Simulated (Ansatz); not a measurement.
InSb (zinc blende, F-43m) at seven volumes, plane-wave PAW PBE (Ansatz code), scaled uniformly. One row is withheld.

```csv
V (Å³/atom),P (GPa)
33.231,4.36
34.326,2.64
35.422,?
36.517,0.00
37.613,-1.01
38.708,-1.85
39.804,-2.56
```

Problem. Fit the shown pressures and predict the withheld one.

Solution. P = (3/2)B₀(x^(7/2) − x^(5/2))[1 + (3/4)(B′ − 4)(x − 1)] with x = (V₀/V)^(2/3). Least squares on the six rows gives V₀ = 36.517 Å³/atom, B₀ = 36.7 GPa, B′ = 4.91. At V = 35.422, x = 1.0205 and P = 1.20 GPa. The run itself gave 1.21 GPa.

The cell was relaxed with PBE under the symmetry of its start. Scalar-relativistic: spin–orbit coupling is off unless named, which matters more the heavier the elements.

Potentials: the earlier of the program's two PAW sets.
